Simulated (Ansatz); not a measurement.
YbI2 (CdI2-type structure)

Method: PBEsol, scalar-relativistic; no spin polarisation; PAW, 420 eV, 8×8×6 k-mesh, Gaussian smearing of 0.05 eV; code Ansatz. The datasets are Ansatz's generated set soft_2.

```
Yb I
1.0
     4.35849    0.00000    0.00000
    -2.17924    3.77456    0.00000
     0.00000    0.00000    7.11652
Yb I
1 2
Cartesian
  0.0000 0.0000 0.0000
  0.0000 2.5164 1.7828
  2.1792 1.2582 5.3337
```

The cell came from substitution into a structure type; whether the compound takes it is for experiment to say.

Path: Γ–M–K–Γ–A–L–H–A | L–M | H–K, with Γ = (0.000, 0.000, 0.000), M = (0.500, 0.000, 0.000), K = (0.333, 0.333, 0.000), A = (0.000, 0.000, 0.500), L = (0.500, 0.000, 0.500), H = (0.333, 0.333, 0.500) in reciprocal vectors of the calculation's cell.

Question: Is it a metal or an insulator, and if it has a gap, where are the band edges on this path?

Answer: An insulator with a gap of 0.67 eV on the path, the valence band topping at Γ and the conduction band bottoming at M; the smallest direct gap is 0.72 eV.

Levels between -6 and 6 eV from the Fermi level at the path's named points:
```tsv
point	below E_F (eV)	above E_F (eV)
Γ	-4.08 -4.08 -3.26 -3.26 -3.23 -0.48 -0.44 -0.44 -0.42 -0.34 -0.34 -0.34	0.95 1.72 1.79 1.79 2.29 3.27 3.27 5.38 5.38
M	-5.96 -5.01 -4.52 -4.30 -4.05 -4.04 -0.48 -0.48 -0.45 -0.44 -0.43 -0.41 -0.38	0.34 2.38 2.88 3.71 3.89 4.43 4.62 5.23 5.77
K	-5.58 -5.01 -5.01 -4.36 -4.36 -4.28 -0.48 -0.48 -0.48 -0.44 -0.43 -0.43 -0.42	1.73 2.43 2.43 3.40 3.65 3.65 5.89 5.89 5.91
A	-5.31 -4.45 -4.01 -4.01 -3.37 -3.37 -0.48 -0.44 -0.44 -0.42 -0.38 -0.35 -0.35	1.31 1.73 1.73 2.48 3.01 3.65 3.65 4.97 5.43 5.43
L	-5.42 -4.25 -4.23 -3.85 -3.84 -0.49 -0.48 -0.45 -0.44 -0.43 -0.41 -0.38	0.46 2.04 2.36 3.63 3.71 4.00 4.00 5.24
H	-5.35 -5.25 -5.25 -4.64 -4.01 -4.01 -0.47 -0.47 -0.47 -0.45 -0.43 -0.43 -0.42	2.06 2.06 2.32 3.88 4.13 4.13 4.37 5.07 5.07
```

Formal charges Yb²⁺, I⁻ balance and leave closed shells on every ion, so a band insulator is expected, and the gap is 0.67 eV.

Within 0.6 eV of the edges the projected states are 99 % Yb 4f at the top of the valence band and 82 % Yb 5d at the bottom of the conduction band. The gap runs from the occupied 4f levels to the empty 5d band of the same element.

Scalar-relativistic only: spin–orbit splittings of the heavy atoms' levels are missing. The structure is built of weakly bound layers, and this functional has no dispersion term, so their spacing and all that hangs on it (volume, the soft elastic constants, low modes, dielectric constants) are poorly given.
